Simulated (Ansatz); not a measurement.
# CrPbF: reading a single point

```yaml
crystal:
  lattice:
    - [3.84631, 0.00000, 0.00000]
    - [0.00000, 3.84631, 0.00000]
    - [0.00000, 0.00000, 6.77273]
  atoms:
    - { symbol: Pb, position: [0.00000, 0.50000, 0.20000] }
    - { symbol: Pb, position: [0.50000, 0.00000, 0.80000] }
    - { symbol: F, position: [0.00000, 0.00000, 0.00000] }
    - { symbol: F, position: [0.50000, 0.50000, 0.00000] }
    - { symbol: Cr, position: [0.00000, 0.50000, 0.65000] }
    - { symbol: Cr, position: [0.50000, 0.00000, 0.35000] }
```

Single point in Ansatz 0.2.0 with PBE, non-collinear spin. Cutoff 420 eV, PAW datasets, 5×5×3 Γ-centred k mesh, gaussian filling (width 0.075 eV).

Magnetic state (reached from a saved solution, and it need not be the lowest): Cr5 along (0.87, -0.50, 0.00), Cr6 along (-0.87, 0.50, 0.00).

Charges: Bader charges in e: Cr +0.29, Pb +0.51, F -0.80. In the mean Pb gives up most and F takes most.
Contacts: Pb–F at 2.35 Å: least valence density 0.36 e/Å³ and ELF 0.13 there. F–F at 2.72 Å: least valence density 0.11 e/Å³ and ELF 0.04 there. Cr–Pb at 2.90 Å: least valence density 0.22 e/Å³ and ELF 0.27 there. Both are smooth PAW fields, read partly inside the augmentation spheres.
Moments: Cr5 4.21, Cr6 4.21 μB of spin moment in Bader basins; net size 0.00 μB a cell.
Electronic structure: It is a metal, with about 2.8 states/eV a cell as the mean within 0.25 eV of the Fermi level, mostly Pb p (36 %) and Cr d (36 %).
Formation energy: 0.06 eV an atom against the elements' usual phases (free molecules for gases, crystals otherwise, with no correction for O₂ or N₂), so at this geometry it isn't bound against them. Relaxing would lower it.

Origin: a known structure type with other elements, at an estimated volume, so it need not be a known compound. Caveats: semilocal functionals often miss the gap of such magnets; the k mesh is coarse if the cell is a metal; atoms or cell far from equilibrium.
